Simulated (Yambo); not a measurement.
```xyz
4
Lattice="4.4822 0.0000 0.0000 -2.2411 3.8817 0.0000 0.0000 0.0000 7.3340" Properties=species:S:1:pos:R:3 pbc="T T T"
Ag     0.0000     2.5878     0.0199
Ag     2.2411     1.2939     3.6869
I      0.0000     2.5878     2.7663
I      2.2411     1.2939     6.4333
```

AgI (wurtzite, space group P6_3mc, No. 186): mean Im ε in 1 eV windows above the direct gap of 2.35 eV, for different electron-hole kernels (Yambo, broadening 0.15 eV, LDA (pw.x of Quantum ESPRESSO, ONCV potentials, scalar-relativistic) bands; 6×6×2 mesh, 16 valence and 5 conduction bands, static screening with 78 bands and a 4 Ry block, scissor 1.26 eV, Tamm-Dancoff; field along x).

```
window (eV)  independent quasiparticles  BSE
-----------  --------------------------  ---
2.4 to 3.4                          1.3  1.9
3.4 to 4.4                          1.9  3.2
4.4 to 5.4                          3.4  5.8
5.4 to 6.4                          5.4  4.5
6.4 to 7.4                          6.9  6.1
```

This run doesn't resolve bound excitons or single peaks, so only averages are given, and they too depend on the mesh; weight that the attraction moves below the gap isn't listed. All transitions below 7.57 eV are in the band window. The scissor comes from a G0W0 run whose convergence isn't established.

Without spin-orbit coupling, band edges of such heavy elements can be off by tenths of an eV.

Geometry relaxed with LDA.
